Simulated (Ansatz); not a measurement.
Ge₂Pt₃ in space group Cmcm (No. 63; Ge on 4b, Ge on 4c, Pt on 4c, Pt on 8f), the program Ansatz at the r²SCAN level (PAW), all energies at zero smearing, with the estimated change up to a 700 eV cutoff added, with one set of potentials and settings (totals compare only within such a set). Cell of 10 atoms (4 Ge, 6 Pt): -92436.718 eV.

| element | reference phase | E (eV/atom) |
|---|---|---|
| Ge | Fd-3m, 2 atoms in the cell | -4302.9041 |
| Pt | Fm-3m, 1 atoms in the cell | -12536.7848 |

Formation energy per atom, worked out: (-92436.718 − 4×(-4302.9041) − 6×(-12536.7848))/10 = -0.439 eV/atom (-42 kJ per mol of atoms), at 0 K, without zero-point energy or fitted corrections.

The workflow started from a Materials Project entry (that database holds measured and hypothetical structures alike); the Crystallography Open Database copy checked does not list it. COD files the formula under space group No. 62, so this cell is another polymorph or a model. Whether it is the stable phase at ambient conditions was not checked. Symmetry was held in the r²SCAN relaxation; its stability against distortions is not shown here. The run is not spin-polarised. The references are the lowest solids computed at this level, not always the standard phases. Spin–orbit coupling is left out wherever it is not named.

Potentials: the later of the program's two PAW sets.
